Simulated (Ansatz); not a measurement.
WC:
```
CELL_PARAMETERS angstrom
      2.92181     0.00000     0.00000
     -1.46091     2.53036     0.00000
      0.00000     0.00000     2.84677
ATOMIC_POSITIONS crystal
  W  0.00000 0.00000 0.00000
  C  0.66667 0.33333 0.50000
```

Relaxed with PBE. Special points in fractions of this cell's reciprocal vectors: Γ (0.000, 0.000, 0.000); M (0.500, 0.000, 0.000); K (0.333, 0.333, 0.000); A (0.000, 0.000, 0.500); L (0.500, 0.000, 0.500); H (0.333, 0.333, 0.500).

Q: List the band energies nearest the Fermi level at these points for plane-wave PAW PBE (Ansatz code).

A: In eV from the Fermi level; about four levels below and three above (degenerate sets whole), none deeper than 8.9 eV; … stands for higher levels left out; points with the same levels are listed once.

| k | below | above |
|---|---|---|
| Γ | -4.18 -3.24 -3.24 | 0.15 3.22 3.22 |
| M | -6.91 -3.49 -3.46 -0.42 | 2.36 4.48 4.81 |
| K | -6.44 -4.45 -3.33 | 0.68 1.01 2.05 |
| A | -1.95 -1.95 -0.52 -0.52 | 3.68 … |
| L | -6.32 -4.21 -4.10 | 0.32 4.38 5.25 |
| H | -7.05 -5.30 -1.56 -0.59 | 4.37 6.27 7.50 |

Space group P-6m2. The PBE relaxation kept the symmetry of its start. The run is not spin-polarised. Spin–orbit coupling is left out wherever it is not named.

Potentials: the later of the program's two PAW sets.
